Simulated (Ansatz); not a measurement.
BiB (rock salt, Fm-3m) at seven volumes, plane-wave PAW PBE (Ansatz code), scaled uniformly. One row is withheld.

| V (Å³/atom) | P (GPa) |
|---|---|
| 16.714 | 9.46 |
| 17.264 | 5.82 |
| 17.815 | 2.68 |
| 18.366 | 0.00 |
| 18.917 | -2.25 |
| 19.468 | -4.19 |
| 20.019 | ? |

Question: Fit the shown pressures and predict the withheld one.

Answer: P = (3/2)B₀(x^(7/2) − x^(5/2))[1 + (3/4)(B′ − 4)(x − 1)] with x = (V₀/V)^(2/3). Least squares on the six rows gives V₀ = 18.370 Å³/atom, B₀ = 81.8 GPa, B′ = 4.29. At V = 20.019, x = 0.9443 and P = -5.85 GPa. The run itself gave -5.84 GPa.

A made-up cell: these elements were put on the sites of a structure type; neither database checked (COD, Materials Project) lists it. Its standing as an ambient phase is unchecked. The cell was relaxed with PBE under the symmetry of its start; its stability against distortions is not shown here. Spin–orbit coupling is left out wherever it is not named.

Potentials: the later of the program's two PAW sets.
